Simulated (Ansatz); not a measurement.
# NbZn$_{3}$: elastic constants from stress and strain

```yaml
crystal:
  lattice:
    - [3.93400, 0.00000, 0.00000]
    - [0.00000, 3.93400, 0.00000]
    - [0.00000, 0.00000, 3.93400]
  atoms:
    - { symbol: Nb, position: [0.00000, 0.00000, 0.00000] }
    - { symbol: Zn, position: [0.00000, 0.50000, 0.50000] }
    - { symbol: Zn, position: [0.50000, 0.00000, 0.50000] }
    - { symbol: Zn, position: [0.50000, 0.50000, 0.00000] }
```

Atoms are numbered in the order listed.

The geometry is COD entry 2310977, unchecked; take it as a test cell.

Spin polarisation is left out, and whether a magnetic state lies lower isn't shown here.

Theory: DFT, PBEsol, all-electron LAPW, scalar-relativistic in Ansatz 0.2.0.

Sampling and basis: a Γ-centred 10×10×10 k mesh, Fermi–Dirac smearing of 0.05 eV, basis error target 1 meV/atom, no spin polarisation.

The unstrained cell is at -5.44 GPa. Large strains and very small stresses are left out. Each strain is applied once, with fractional coordinates held (clamped ions), and σ below is the change of stress, positive in tension. One finite strain gives stress–strain coefficients at this pressure with an error of the order of the strain times third-order constants, a few per cent for each per cent of strain. In a metal the k mesh adds noise of tens of per cent to soft shears.

Problem. With equal xy, yz and zx engineering shear strains of -1 %, the run gives σxy = -0.88 GPa and γxy = 2εxy = -0.0100. Which stiffness follows?

Solution. C44 (clamped ions) = σxy/γxy = 88 GPa.

Problem. With equal xy, yz and zx engineering shear strains of +1 %, the run gives σxy = 0.89 GPa and γxy = 2εxy = 0.0100. Which stiffness follows?

Solution. C44 (clamped ions) = σxy/γxy = 89 GPa.
